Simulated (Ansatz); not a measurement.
TiO$_{2}$ (rutile)

```yaml
crystal:
  lattice:
    - [4.64353, 0.00000, 0.00000]
    - [0.00000, 4.64353, 0.00000]
    - [0.00000, 0.00000, 2.96370]
  atoms:
    - { symbol: Ti, position: [0.00000, 0.00000, 0.00000] }
    - { symbol: Ti, position: [0.50000, 0.50000, 0.50000] }
    - { symbol: O, position: [0.30512, 0.30512, 0.00000] }
    - { symbol: O, position: [0.80512, 0.19488, 0.50000] }
    - { symbol: O, position: [0.19488, 0.80512, 0.50000] }
    - { symbol: O, position: [0.69488, 0.69488, 0.00000] }
```

The slice is a (010) plane (indices of the conventional cell) through the point (0.305, 0.305, 0.000) (fractional), spanned by u = [001] and v = [100] in vectors of this cell: u (2.96 Å) and v (4.64 Å, at 90° to u). It covers one period; positions are fractions (u, v).

These are PBE (plane waves to 420 eV, PAW, scalar-relativistic; Ansatz, a quantum-chemistry and plane-wave program) values and carry that method's errors. k mesh 7×7×11. Near the nuclei the fields are pseudised (PAW); where an atom keeps semicore shells as valence, they peak there. The PAW data are Ansatz's earlier set. TiO2 is run without spin polarisation. TiO2 was relaxed with its symmetry unable to fall.

Three fields on this plane, each scaled to ten steps between its own extremes (0 low, 9 high; the total valence density on a logarithmic scale, the potential cut 8 eV below its top; x marks points blanked near nuclei; v = 0 in the bottom row):

Map A
```
|xxxx742247xxx|
|xxx95200259xx|
|xx9631001369x|
|7754200002457|
|4332111111233|
|1112344443211|
|0023578875320|
|00257xxxx7520|
|01369xxxx9631|
|0137xxxxxx731|
|01369xxxx9631|
|00258xxxx8520|
|0024689986420|
|1123568865321|
|4433567765334|
|7765567765567|
|xx9766776679x|
|xxx97655679xx|
|xxxx854458xxx|
|xxxx853358xxx|
```

Map B
```
|xxxx100001xxx|
|xxx31000013xx|
|xx5100000015x|
|4310000000013|
|1100001100001|
|0000123321000|
|0001369963100|
|00025xxxx5200|
|00027xxxx7200|
|0001xxxxxx100|
|00002xxxx2000|
|00000xxxx0000|
|0000001100000|
|0000000000000|
|1100000000001|
|4421000000124|
|xx6210000126x|
|xxx41000014xx|
|xxxx100001xxx|
|xxxx100001xxx|
```

Map C
```
|xxxx000000xxx|
|xxx00000000xx|
|xx0000000000x|
|0000000000000|
|1000000000000|
|1100000000001|
|1100000000001|
|00000xxxx0000|
|00000xxxx0000|
|0000xxxxxx000|
|00000xxxx0000|
|00000xxxx0000|
|0000011110000|
|0001122221100|
|0001246642100|
|0001369963100|
|xx0126996210x|
|xxx01466410xx|
|xxxx123321xxx|
|xxxx011110xxx|
```

Problem. Assign the maps to these fields: density of the lowest conduction band (whole band as if filled, smooth part); density of the highest valence band (whole band, smooth part); valence electron density.

Solution. A is the valence electron density; B is the density of the highest valence band (whole band, smooth part); C is the density of the lowest conduction band (whole band as if filled, smooth part).
